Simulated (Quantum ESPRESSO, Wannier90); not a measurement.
# Tight-binding from DFT: ZrN (rock salt)

Cell from Materials Project (mp-1352), symmetrised, no further relaxation. COD (Crystallography Open Database) has an entry of this formula and space group (matched by these alone). Computed values, not measurements, from PBEsol: Quantum ESPRESSO (norm-conserving PseudoDojo potentials, cutoff 68 Ry, no spin polarisation, no spin-orbit coupling) on a Γ-centred 12×12×12 mesh, then Wannier90. Density: 12×12×12 mesh, cold smearing 0.01 Ry.

On the energy scale of pw.x, whose zero is arbitrary, the Fermi level lies at 17.56 eV.

Input w.win:

```
num_bands = 17
num_wann = 8
exclude_bands = 1-5
num_iter = 0
conv_tol = 1.0e-6
conv_window = 4
dis_num_iter = 1000
dis_conv_tol = 1.0e-6
dis_froz_max = 19.06
write_hr = true
write_u_matrices = true
begin projections
Zr: d
N: p
end projections
begin unit_cell_cart
ang
    0.0000000000    2.2942650000    2.2942650000
    2.2942650000    0.0000000000    2.2942650000
    2.2942650000    2.2942650000    0.0000000000
end unit_cell_cart
begin atoms_frac
Zr   0.5000000000  0.5000000000  0.5000000000
N    0.0000000000  0.0000000000  0.0000000000
end atoms_frac
mp_grid = 12 12 12
begin kpoints
0.0000000000 0.0000000000 0.0000000000
0.0000000000 0.0000000000 0.0833333333
0.0000000000 0.0000000000 0.1666666667
... (1725 more lines: the 12x12x12 mesh through Gamma)
end kpoints
```

Input of pw2wannier90.x that gives the overlap and projection files (equivalent; here they were cut from one run over all bands):

```
&inputpp
  outdir = './out'
  prefix = 'pwscf'
  seedname = 'w'
  write_amn = .true.
  write_mmn = .true.
/
```

Output w.wout (banner and timings cut):

```
                                    ------
                                    SYSTEM
                                    ------

                              Lattice Vectors (Ang)
                    a_1     0.000000   2.294265   2.294265
                    a_2     2.294265   0.000000   2.294265
                    a_3     2.294265   2.294265   0.000000

                   Unit Cell Volume:      24.15242  (Ang^3)

                        Reciprocal-Space Vectors (Ang^-1)
                    b_1    -1.369324   1.369324   1.369324
                    b_2     1.369324  -1.369324   1.369324
                    b_3     1.369324   1.369324  -1.369324

 *----------------------------------------------------------------------------*
 |   Site       Fractional Coordinate          Cartesian Coordinate (Ang)     |
 +----------------------------------------------------------------------------+
 | zr   1   0.50000   0.50000   0.50000   |    2.29427   2.29427   2.29427    |
 | n    1   0.00000   0.00000   0.00000   |    0.00000   0.00000   0.00000    |
 *----------------------------------------------------------------------------*
                                ------------
                                K-POINT GRID
                                ------------

             Grid size = 12 x 12 x 12      Total points = 1728

 *---------------------------------- MAIN ------------------------------------*
 |  Number of Wannier Functions               :                 8             |
 |  Number of Objective Wannier Functions     :                 8             |
 |  Number of input Bloch states              :                17             |
 |  Output verbosity (1=low, 5=high)          :                 1             |
 |  Timing Level (1=low, 5=high)              :                 1             |
 |  Optimisation (0=memory, 3=speed)          :                 3             |
 |  Length Unit                               :               Ang             |
 |  Post-processing setup (write *.nnkp)      :                 F             |
 |  Using Gamma-only branch of algorithms     :                 F             |
 *----------------------------------------------------------------------------*
 *------------------------------- WANNIERISE ---------------------------------*
 |  Total number of iterations                :                 0             |
 |  Number of CG steps before reset           :                 5             |
 |  Trial step length for line search         :             2.000             |
 |  Convergence tolerence                     :         0.100E-05             |
 |  Convergence window                        :                 4             |
 |  Iterations between writing output         :                 1             |
 |  Iterations between backing up to disk     :               100             |
 |  Write r^2_nm to file                      :                 F             |
 |  Write xyz WF centres to file              :                 F             |
 |  Write on-site energies <0n|H|0n> to file  :                 F             |
 |  Use guiding centre to control phases      :                 F             |
 |  Use phases for initial projections        :                 F             |
 *----------------------------------------------------------------------------*
 *------------------------------- DISENTANGLE --------------------------------*
 |  Using band disentanglement                :                 T             |
 |  Total number of iterations                :              1000             |
 |  Mixing ratio                              :             0.500             |
 |  Convergence tolerence                     :         1.000E-06             |
 |  Convergence window                        :                 3             |
 *----------------------------------------------------------------------------*
 *-------------------------------- PLOTTING ----------------------------------*
 |  Plotting Hamiltonian in WF basis          :                 T             |
 *----------------------------------------------------------------------------*

       ... (k-mesh section left out)

 Starting a new Wannier90 calculation ...

 Reading overlaps from w.mmn

 Reading projections from w.amn

 *------------------------------- DISENTANGLE --------------------------------*
 +----------------------------------------------------------------------------+
 |                              Energy  Windows                               |
 |                              ---------------                               |
 |                   Outer:    9.91325  to   46.31807  (eV)                   |
 |                   Inner:    9.91325  to   19.06000  (eV)                   |
 +----------------------------------------------------------------------------+
   Number of target bands to extract:    8

                   Unitarised projection of Wannier functions
                   ------------------------------------------
   A_mn = <psi_m|g_n> --> S = A.A^+ --> U = S^-1/2.A
   In dis_project... done
   Using an inner window (linner = T)
   In dis_proj_froz... done

                   Extraction of optimally-connected subspace
                   ------------------------------------------
 +---------------------------------------------------------------------+<-- DIS
 |  Iter     Omega_I(i-1)      Omega_I(i)      Delta (frac.)           |<-- DIS
 +---------------------------------------------------------------------+<-- DIS
       1      12.12775840      11.26955824       7.615E-02    <-- DIS
       2      11.20113569      11.03821725       1.476E-02    <-- DIS
       3      11.04766906      10.89190383       1.430E-02    <-- DIS
       4      10.90820687      10.78620027       1.131E-02    <-- DIS
       5      10.79781759      10.70676743       8.504E-03    <-- DIS
       6      10.71281415      10.64547663       6.325E-03    <-- DIS
       ... (lines left out)
     101      10.35412861      10.35415210      -2.269E-06    <-- DIS
       ... (lines left out)
     114      10.35413545      10.35414511      -9.328E-07    <-- DIS
     115      10.35413577      10.35414476      -8.680E-07    <-- DIS
     116      10.35413607      10.35414443      -8.071E-07    <-- DIS

             <<<      Delta < 1.000E-06  over  3 iterations     >>>
             <<< Disentanglement convergence criteria satisfied >>>

        Final Omega_I    10.35414443 (Ang^2)

 +----------------------------------------------------------------------------+

 Writing checkpoint file w.chk... done

 *------------------------------- WANNIERISE ---------------------------------*
 +--------------------------------------------------------------------+<-- CONV
 | Iter  Delta Spread     RMS Gradient      Spread (Ang^2)            |<-- CONV
 +--------------------------------------------------------------------+<-- CONV

 ------------------------------------------------------------------------------
 Initial State
  WF centre and spread    1  (  2.294315,  2.294270,  2.294277 )     1.17376718
  WF centre and spread    2  (  2.294266,  2.294265,  2.294268 )     1.69031061
  WF centre and spread    3  (  2.294265,  2.294259,  2.294261 )     1.69031696
  WF centre and spread    4  (  2.294215,  2.294265,  2.294263 )     1.17430057
  WF centre and spread    5  (  2.294264,  2.294273,  2.294265 )     1.69031398
  WF centre and spread    6  (  0.000001, -0.000006,  0.000002 )     1.08460191
  WF centre and spread    7  (  0.000001,  0.000006,  0.000009 )     1.08472895
  WF centre and spread    8  ( -0.000002,  0.000001, -0.000009 )     1.08471420
  Sum of centres and spreads ( 11.471326, 11.471332, 11.471336 )    10.67305436

      0     0.107E+02     0.0000000000       10.6730544195  <-- CONV
        O_D=      0.0000005 O_OD=      0.3189094 O_TOT=     10.6730544 <-- SPRD
 ------------------------------------------------------------------------------
 Final State
  WF centre and spread    1  (  2.294315,  2.294270,  2.294277 )     1.17376718
  WF centre and spread    2  (  2.294266,  2.294265,  2.294268 )     1.69031061
  WF centre and spread    3  (  2.294265,  2.294259,  2.294261 )     1.69031696
  WF centre and spread    4  (  2.294215,  2.294265,  2.294263 )     1.17430057
  WF centre and spread    5  (  2.294264,  2.294273,  2.294265 )     1.69031398
  WF centre and spread    6  (  0.000001, -0.000006,  0.000002 )     1.08460191
  WF centre and spread    7  (  0.000001,  0.000006,  0.000009 )     1.08472895
  WF centre and spread    8  ( -0.000002,  0.000001, -0.000009 )     1.08471420
  Sum of centres and spreads ( 11.471326, 11.471332, 11.471336 )    10.67305436

         Spreads (Ang^2)       Omega I      =    10.354144427
        ================       Omega D      =     0.000000547
                               Omega OD     =     0.318909446
    Final Spread (Ang^2)       Omega Total  =    10.673054419
```
